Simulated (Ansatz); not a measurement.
## Ge: computed property card

Ge:
```cif
data_Ge2
_chemical_formula_sum 'Ge2'
_space_group_name_H-M_alt 'P 1'
_space_group_IT_number 1
_cell_length_a 3.84576
_cell_length_b 3.84576
_cell_length_c 3.84576
_cell_angle_alpha 97.532
_cell_angle_beta 97.523
_cell_angle_gamma 137.561
loop_
_space_group_symop_operation_xyz
  'x, y, z'
loop_
_atom_site_label
_atom_site_type_symbol
_atom_site_fract_x
_atom_site_fract_y
_atom_site_fract_z
_atom_site_occupancy
Ge1 Ge 0.62511 0.87511 0.75000 1
Ge2 Ge 0.37489 0.12489 0.25000 1
```

Space group I4_1/amd (No. 141), β-Sn type; conventional cell a = b = 5.070 Å, c = 2.784 Å, α = β = γ = 90.00°.

Method: the program Ansatz at the LDA level (PAW). Structure relaxed to zero pressure with the same functional. Other levels are named where they apply.

Cell and energy:

| Property | Value |
|---|---|
| Volume per atom | 17.89 Å³ |
| Density | 6.74 g/cm³ |

Electronic structure:

| Property | Value |
|---|---|
| Electronic character | metallic (no gap) |
| Density of states at the Fermi level | 0.38 states/eV per atom (mean over ±0.08 eV) |

Mechanics:

| Item | Result |
|---|---|
| Bulk modulus (Birch–Murnaghan fit) | 842 kbar |
| Pressure derivative B′ | 4.9 |

Phonons:

| Item | Result |
|---|---|
| Highest zone-centre frequency | 180 cm^-1 |
| Zone-centre stability | no imaginary mode at Γ |

This is a known high-pressure phase of the composition, computed here at zero pressure and temperature. The LDA relaxation kept the symmetry of its start. As this level gives no gap, phonon frequencies hold no LO–TO term and depend on the k-mesh and smearing (Fermi–Dirac, 0.1 eV here). Point labels and valley counts follow the cell and symmetry of the run, lower than the named group. Scalar-relativistic: spin–orbit coupling is off unless named, which matters more the heavier the elements.

Potentials: the later of the program's two PAW sets.
